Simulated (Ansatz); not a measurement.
Data:

Na:
```cif
data_Na
_chemical_formula_sum 'Na1'
_space_group_name_H-M_alt 'P 1'
_space_group_IT_number 1
_cell_length_a 3.61248
_cell_length_b 3.61248
_cell_length_c 3.61248
_cell_angle_alpha 109.471
_cell_angle_beta 109.471
_cell_angle_gamma 109.471
loop_
_space_group_symop_operation_xyz
  'x, y, z'
loop_
_atom_site_label
_atom_site_type_symbol
_atom_site_fract_x
_atom_site_fract_y
_atom_site_fract_z
_atom_site_occupancy
Na1 Na 0.00000 0.00000 0.00000 1
```

This is the PBEsol-relaxed structure.

All from plane-wave PAW PBEsol (Ansatz code), unless another level is named. Estimate the Debye temperature from the elastic constants.

165 K.

Next, the elastic constants (relaxed ions, GPa)?

C11 = 8.8, C12 = 7.4, C44 = 6.4.

Space group Im-3m (bcc (W type)). Symmetry was held in the PBEsol relaxation. As this level gives no gap, shear constants depend on the k-mesh and smearing (Fermi–Dirac, 0.1 eV here).

Potentials: the earlier of the program's two PAW sets. The files were generated under PBE; for other functionals the program regenerates the frozen cores, and for LDA and PBEsol the local potential too.
